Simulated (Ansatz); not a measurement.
MoSe2 (2H-MoS2 type, space group P6_3/mmc)

```yaml
crystal:
  lattice:
    - [3.27700, 0.00000, 0.00000]
    - [-1.63850, 2.83796, 0.00000]
    - [0.00000, 0.00000, 12.73101]
  atoms:
    - { symbol: Mo, position: [0.33333, 0.66667, 0.25000] }
    - { symbol: Mo, position: [0.66667, 0.33333, 0.75000] }
    - { symbol: Se, position: [0.33333, 0.66667, 0.61852] }
    - { symbol: Se, position: [0.66667, 0.33333, 0.11852] }
    - { symbol: Se, position: [0.66667, 0.33333, 0.38148] }
    - { symbol: Se, position: [0.33333, 0.66667, 0.88148] }
```

Grid over V/V₀ and (c/a)/(c/a)₀, subscript 0 meaning the relaxed cell; the conventional c axis lies along z; no internal relaxation.

All values below come from PBE-D3(BJ) (plane waves to 420 eV, PAW, scalar-relativistic; Ansatz, a program for electronic structure). k mesh 12×12×3 (Γ-centred), Fermi-Dirac smearing 0.05 eV. Stress and pressure are positive under compression. As the atoms are clamped, bonds stretch with the cell, which overstates energies and stresses. As the smearing reaches across the gap at some points, the response to shear is sensitive to the k mesh, so small differences along c/a are uncertain. MoSe2 is run without spin polarisation. MoSe2 was relaxed with its symmetry unable to fall. The PAW data are Ansatz's earlier set. The last digit holds for this mesh only.

Changes of P (GPa) from the point V/V₀ = 1.000, (c/a)/(c/a)₀ = 1.000 when one coordinate moves alone (two changes are said to add if the coupling is within 5 % of the smaller one, nearly so within 20 %):

```csv
point,change
"V/V₀ = 1.000, (c/a)/(c/a)₀ = 0.880",2.55
"V/V₀ = 1.000, (c/a)/(c/a)₀ = 0.920",1.62
"V/V₀ = 1.000, (c/a)/(c/a)₀ = 0.960",0.74
"V/V₀ = 0.960, (c/a)/(c/a)₀ = 1.000",5.91
"V/V₀ = 0.973, (c/a)/(c/a)₀ = 1.000",3.79
"V/V₀ = 0.987, (c/a)/(c/a)₀ = 1.000",1.83
"V/V₀ = 1.013, (c/a)/(c/a)₀ = 1.000",-1.70
"V/V₀ = 1.027, (c/a)/(c/a)₀ = 1.000",-3.28
"V/V₀ = 1.040, (c/a)/(c/a)₀ = 1.000",-4.74
"V/V₀ = 1.000, (c/a)/(c/a)₀ = 1.040",-0.61
"V/V₀ = 1.000, (c/a)/(c/a)₀ = 1.080",-1.09
"V/V₀ = 1.000, (c/a)/(c/a)₀ = 1.120",-1.43
```

Q: Do the two effects add at V/V₀ = 1.040, (c/a)/(c/a)₀ = 0.920? Give the computed change.

A: The sum of the single changes is -4.74 + (1.62) = -3.12; the calculation gives -3.29, so the coupling contributes -0.17 (under 20 % of the smaller single change, nearly additive).

Q: What is the change at V/V₀ = 1.040, (c/a)/(c/a)₀ = 1.120, where both move, and how far is it from the sum?

A: The sum of the single changes is -4.74 + (-1.43) = -6.17; the calculation gives -5.98, so the coupling contributes 0.19 (under 20 % of the smaller single change, nearly additive).

(Under strain, the slope of the energy per volume gives the stress and its curvature an elastic modulus.)
